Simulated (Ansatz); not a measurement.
Input:

AlAs:
```cif
data_Al4As4
_chemical_formula_sum 'Al4 As4'
_space_group_name_H-M_alt 'F-43m'
_space_group_IT_number 216
_space_group_name_Hall 'F -4 2 3'
_cell_length_a 5.62884
_cell_length_b 5.62884
_cell_length_c 5.62884
_cell_angle_alpha 90.000
_cell_angle_beta 90.000
_cell_angle_gamma 90.000
loop_
_atom_site_label
_atom_site_type_symbol
_atom_site_symmetry_multiplicity
_atom_site_Wyckoff_symbol
_atom_site_fract_x
_atom_site_fract_y
_atom_site_fract_z
_atom_site_occupancy
Al1 Al 4 a 0.00000 0.00000 0.00000 1
As1 As 4 d 0.75000 0.75000 0.75000 1
```
(The calculation used a cell of 2 atoms; values per cell refer to that cell.)

This is the LDA-relaxed structure.

Q: All from the program Ansatz at the LDA level (PAW), unless another level is named. Predict the formation energy from the elements (no fitted shifts).

A: -0.47 eV/atom.

Q: Next, the hole effective mass, band 3 of 3 at the edge?

A: 0.12 along [100], 0.095 along [110], 0.089 along [111] (mₑ).

Q: What about the band gap?

A: 1.32 eV (indirect).

Q: And the conduction-band minimum?

A: at X (3 equivalent valleys).

Q: Next, the weight of the valence-edge state by species (Voronoi cells)?

A: As 76 %, Al 24 %.

The cell was relaxed with LDA under the symmetry of its start; phonons on a q-mesh show no instability. The references are the lowest solids computed at this level, not always the standard phases. Spin–orbit coupling is left out wherever it is not named.

Potentials: the earlier of the program's two PAW sets.
